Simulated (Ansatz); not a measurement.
# Two states of SrCrF₆

```yaml
crystal:
  lattice:
    - [3.52662, 2.03609, 2.26972]
    - [-3.52662, 2.03609, 2.26972]
    - [0.00000, -4.07218, 2.26972]
  atoms:
    - { symbol: Sr, position: [0.50000, 0.50000, 0.50000] }
    - { symbol: F, position: [0.26300, 0.88800, 0.26300] }
    - { symbol: F, position: [0.26300, 0.26300, 0.88800] }
    - { symbol: F, position: [0.88800, 0.26300, 0.26300] }
    - { symbol: F, position: [0.73700, 0.11200, 0.73700] }
    - { symbol: F, position: [0.11200, 0.73700, 0.73700] }
    - { symbol: F, position: [0.73700, 0.73700, 0.11200] }
    - { symbol: Cr, position: [0.00000, 0.00000, 0.00000] }
```

Level: r2SCAN, with U_eff = 6.45 eV on Cr d (all-electron-ortho-atomic projectors); 500 eV; 4×4×4 Γ-centred mesh; gaussian occupations (width 0.0319 eV); Ansatz 0.2.0, fixed geometry.

State A: no moments (no spin polarisation). State B: Cr8 up (collinear spin).

Task: Compare the two self-consistent states.

Result: State B is lower by 240.1 meV an atom at zero smearing.

| state | free energy (meV/atom) | largest moment in a small sphere (μB) | net moment (μB/cell) | gap on mesh (eV) | pressure (GPa) | largest force (eV/Å) |
| --- | --- | --- | --- | --- | --- | --- |
| A | 240.1 | 0.00 | 0.00 | 2.66 | 6.1 | 1.11 |
| B | 0.0 | 1.68 | 2.00 | 2.17 | 7.1 | 1.55 |

Origin: a database entry at a rescaled volume. Caveats: the state breaks the symmetry of the cell; atoms or cell far from equilibrium.
